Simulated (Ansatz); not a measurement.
Relaxed-ion elastic tensor of Li (bcc (W type), Im-3m) in GPa (Voigt order), the program Ansatz at the r²SCAN level (PAW); density 0.55 g/cm³, 21.00 Å³ per atom.

```
14.1  12.5  12.5   0.0   0.0   0.0
12.5  14.1  12.5   0.0   0.0   0.0
12.5  12.5  14.1   0.0   0.0   0.0
 0.0   0.0   0.0  11.0   0.0   0.0
 0.0   0.0   0.0   0.0  11.0   0.0
 0.0   0.0   0.0   0.0   0.0  11.0
```

**Question.** Is the crystal mechanically stable?

**Answer.** Yes: the smallest eigenvalue of C is 1.6 GPa.

**Question.** Work out the Voigt and Reuss bounds. Is their mean of use?

**Answer.** K_V = 13.0, K_R = 13.0; G_V = 6.9, G_R = 1.8 GPa. The bounds lie so far apart that a Hill average or a Debye temperature from it would say little.

Symmetry was held in the r²SCAN relaxation. As this level gives no gap, shear constants depend on the k-mesh and smearing (Fermi–Dirac, 0.1 eV here).

Potentials: the earlier of the program's two PAW sets.
